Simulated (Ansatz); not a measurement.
# Relaxing a structure of Co

The start is a relaxed Co cell, doubled along one cell vector, shaken by Gaussian noise of σ = 0.08 Å a coordinate. A full variable-cell relaxation at zero pressure is run with PBEsol (plane waves to 420 eV, PAW, scalar-relativistic; Ansatz, a first-principles code). The first steps use a coarse 5×10×13 k-mesh.

The start:
```
CELL_PARAMETERS angstrom
      7.80420     0.00000     0.00000
     -1.95105     3.37932     0.00000
      0.00000     0.00000     2.40259
ATOMIC_POSITIONS crystal
  Co 0.00837 0.00333 0.06255
  Co 0.51868 0.02670 0.02242
  Co 0.15477 0.62598 0.50828
  Co 0.67213 0.68384 0.44251
  Co 0.33591 0.32435 0.49194
  Co 0.84746 0.35316 0.52548
```
Spin-polarised start, with parallel moments on Co.

Task: What pressure does the first self-consistent step give?

Result: +3.3 GPa (positive: the cell is compressed).

Task: How much energy is released per atom?

Result: 0.07 eV/atom.

Task: What band gap does the relaxed structure have at this level?

Result: No gap (metallic).

Task: What magnetic moments remain?

Result: Net 1.62 μB/atom, ferromagnetic.

Final values are on a 14×14×19 k-mesh of the relaxed cell. Spin state reached: ferromagnetic (net 1.62 μB/atom), from parallel starting moments; other spin orders were not run from this start.

The relaxed structure here is a generated cell of Co: the first start was made by placing the elements on the sites of a structure type, and the end was not matched to a known phase here, so it may be hypothetical. Known forms of Co include space group No. 194.
